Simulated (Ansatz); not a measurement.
Consider the following.

Starting cell, ZnS (zinc blende):

```yaml
crystal:
  lattice:
    - [0.00000, 2.72172, 2.72172]
    - [2.72172, 0.00000, 2.72172]
    - [2.72172, 2.72172, 0.00000]
  atoms:
    - { symbol: S, position: [0.75000, 0.75000, 0.75000] }
    - { symbol: Zn, position: [0.00000, 0.00000, 0.00000] }
```

In each cell atom 2 (Zn, nearest neighbour S at 2.357 Å; its periodic images, 3.8 Å or more away, move with it) moves by s·(0.577, 0.577, 0.577) (along Cartesian [111]), the rest being held.

Computed with PBE (plane waves to 420 eV, PAW, scalar-relativistic; Ansatz, a first-principles code). k mesh 8×8×8 (Γ-centred), Fermi-Dirac smearing 0.05 eV. The energy includes the smearing's −TS. ZnS was relaxed with its symmetry unable to fall. ΔE is measured from the undisplaced structure.

The scan covers s from -0.470 to 0.470 Å in 11 points.

Task: Is the energy the same for displacements of ±0.470 Å, and if not, which side lies higher?

Result: Not even: the negative side lies higher at ±0.470 Å. With its periodic images moving along, the atom's site symmetry in this cell is -43m.

Task: What is the energy change at s = 0.470 Å?

Result: 285 meV/cell.

Task: What force acts on the atom along the line at s = -0.470 Å?

Result: 7.64 eV/Å.

Task: What is the force constant k = d²E/ds² of this move at s = 0?

Result: 5.35 eV/Å².

Task: With two atoms in the cell this is the zone-centre optical mode. What wavenumber follows (transverse: no LO-TO term)?

Result: 260 cm⁻¹.

(A displaced cell: forces are minus the slopes of the energy, force constants its curvatures, and phonons follow from these.)
